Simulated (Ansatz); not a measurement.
TiSi₂ (C49 type, space group Cmcm)

```xyz
6
Lattice="1.7633 -6.7584 0.0000 1.7633 6.7584 0.0000 0.0000 0.0000 3.5652" Properties=species:S:1:pos:R:3 pbc="T T T"
Si     1.7633    -5.9699     2.6739
Si     1.7633     5.9699     0.8913
Si     1.7633     3.3752     2.6739
Si     1.7633    -3.3752     0.8913
Ti     1.7633    -1.3949     2.6739
Ti     1.7633     1.3949     0.8913
```

Scan: atom 2 (Si, nearest neighbour Si at 2.380 Å; its periodic images, 3.5 Å or more away, move with it) is displaced along Cartesian [111], direction (0.577, 0.577, 0.577) in Cartesian axes, by s. The other atoms stay.

Method: r2SCAN (plane waves to 500 eV, PAW, scalar-relativistic; Ansatz, a quantum-chemistry and plane-wave program). k mesh 11×11×11 (Γ-centred), Fermi-Dirac smearing 0.05 eV. E stands for the smeared free energy. With partly filled bands, energies and forces of such displacements shift with the k mesh and the smearing. This is one of several known forms of TiSi2; the measured ambient cells at hand have space group No. 70. TiSi2 is run without spin polarisation. TiSi2 was relaxed with its symmetry unable to fall. The zero of ΔE is the undisplaced structure. The last digit holds for this mesh only.

| s (Å) | ΔE (meV/cell) |
|---|---|
| -0.240 | 303.4 |
| -0.192 | 194.7 |
| -0.144 | 110.1 |
| -0.096 | 49.3 |
| -0.048 | 12.5 |
| 0.000 | 0.0 |
| 0.048 | 12.7 |
| 0.096 | 51.8 |
| 0.144 | 118.8 |
| 0.192 | 215.3 |
| 0.240 | 343.6 |

Q: What force constant k = d²E/ds² at s = 0 does the table give?

A: 11 eV/Å². It is the second difference of the nearest points, corrected with the next pair.

Q: With k = 10.92 eV/Å² from the forces, is the well harmonic out to s = 0.240 Å?

A: ½ks² = 315 meV/cell against the computed 344 meV/cell, so the well is stiffer than harmonic there.

(A displaced cell: forces are minus the slopes of the energy, force constants its curvatures, and phonons follow from these.)
